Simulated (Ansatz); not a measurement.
MgH$_{2}$:
Space group P4₂/mnm (No. 136); a = 4.516 Å, b = 4.516 Å, c = 3.013 Å, α = 90.00°, β = 90.00°, γ = 90.00°

```csv
atom,site,symmetry,x,y,z
Mg,2a,m.mm,0.0000,0.0000,0.0000
H,4f,m.2m,0.3043,0.3043,0.0000
```

Relaxed with plane-wave PAW PBE (Ansatz code). Indices refer to the conventional cell of P4_2/mnm, a = 4.5163 Å, b = 4.5163 Å, c = 3.0130 Å, α = 90.00°, β = 90.00°, γ = 90.00°.

Q: Simulate the powder diffraction pattern (Cu Kα, λ = 1.54184 Å; lines above 1 %) up to 2θ = 90°.

A: Simulated powder pattern, Cu Kα, λ = 1.54184 Å (kinematic, ideal powder, no thermal factors, no anomalous dispersion; the 30 strongest lines at most, above 1 %, up to 2θ = 90°):

```csv
2θ (°),d (Å),I/Imax (%),hkl
27.94,3.194,100,(110)
35.83,2.506,90,(101)
39.92,2.258,30,(200)
54.71,1.678,58,(211)
57.74,1.597,13,(220)
61.56,1.506,5.5,(002)
65.34,1.428,15,(310)
68.92,1.362,13,(112)
69.84,1.347,14,(301)
75.93,1.253,8.7,(202)
83.60,1.157,13,(321)
86.12,1.129,3.4,(400)
89.42,1.096,6.4,(222)
```

Symmetry was held in the PBE relaxation.

Potentials: the later of the program's two PAW sets.
